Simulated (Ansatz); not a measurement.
TiSi2:
Space group Fddd, origin choice 1 (No. 70); a = 4.7758 Å, b = 8.2281 Å, c = 8.5313 Å, α = β = γ = 90.00°

```csv
atom,site,symmetry,x,y,z
Ti,8b,222,0.5000,0.5000,0.5000
Si,16f,.2.,0.0000,0.1620,0.0000
```
(The calculation used a cell of 6 atoms; values per cell refer to that cell.)

Relaxed with r²SCAN.

Problem. Tabulate the valence density and the electron localisation function along the shortest Ti–Ti contact (3.19 Å), r²SCAN (plane waves, PAW; program Ansatz).

Solution. 

```tsv
distance from Ti (Å)	density (e/Å³)	ELF
0.32	9.01	0.71
0.48	5.74	0.75
0.64	2.76	0.68
0.80	1.05	0.44
0.96	0.43	0.17
1.12	0.25	0.10
1.28	0.20	0.16
1.44	0.18	0.27
1.60	0.18	0.32
1.76	0.18	0.27
1.92	0.20	0.16
2.08	0.25	0.10
2.24	0.43	0.17
2.40	1.05	0.44
2.56	2.76	0.68
2.72	5.74	0.75
2.88	9.01	0.71
```

The density is the valence pseudo-density with augmentation charge, so density and ELF within about 1 Å of a nucleus are not all-electron values.

The cell was relaxed with r²SCAN under the symmetry of its start; of distortions, only those at the zone centre were tested. No spin polarisation was allowed.

Potentials: the earlier of the program's two PAW sets.
